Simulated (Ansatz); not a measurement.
Sc2Al:
Space group P6₃/mmc (No. 194); a = 4.887 Å, b = 4.887 Å, c = 6.169 Å, α = 90.00°, β = 90.00°, γ = 120.00°

| atom | site | symmetry | x | y | z |
|---|---|---|---|---|---|
| Sc | 2a | -3m. | 0.0000 | 0.0000 | 0.0000 |
| Sc | 2d | -6m2 | 0.6667 | 0.3333 | 0.2500 |
| Al | 2c | -6m2 | 0.3333 | 0.6667 | 0.2500 |

Relaxed at zero pressure with r²SCAN in the plane-wave PAW code Ansatz.

Q: The volume is raised by 6 % and shape and atoms relax at that volume. What pressure results, and how do the axes share the change?

A: -3.9 GPa; a 1.8 %, b 1.8 %, c 2.2 %; the energy rises by 16 meV/atom.

Q: Give the new structure.

A: 
Space group P6₃/mmc (No. 194); a = 4.9755 Å, b = 4.9755 Å, c = 6.3072 Å, α = 90.00°, β = 90.00°, γ = 120.00°

| atom | site | symmetry | x | y | z |
|---|---|---|---|---|---|
| Sc | 2a | -3m. | 0.0000 | 0.0000 | 0.0000 |
| Sc | 2d | -6m2 | 0.6667 | 0.3333 | 0.2500 |
| Al | 2c | -6m2 | 0.3333 | 0.6667 | 0.2500 |

The phase is kept; no other phase was compared at this pressure.

Space group P6_3/mmc. The workflow started from a Materials Project entry (that database holds measured and hypothetical structures alike); the Crystallography Open Database copy checked does not list it. Whether it is the stable phase at ambient conditions was not checked. The r²SCAN relaxation kept the symmetry of its start; whether a distortion lowers the energy is not shown. The run is not spin-polarised. Axis ratios of metals converge slowly with the k-mesh, so a and c are less sure than the volume.

Potentials: the later of the program's two PAW sets.
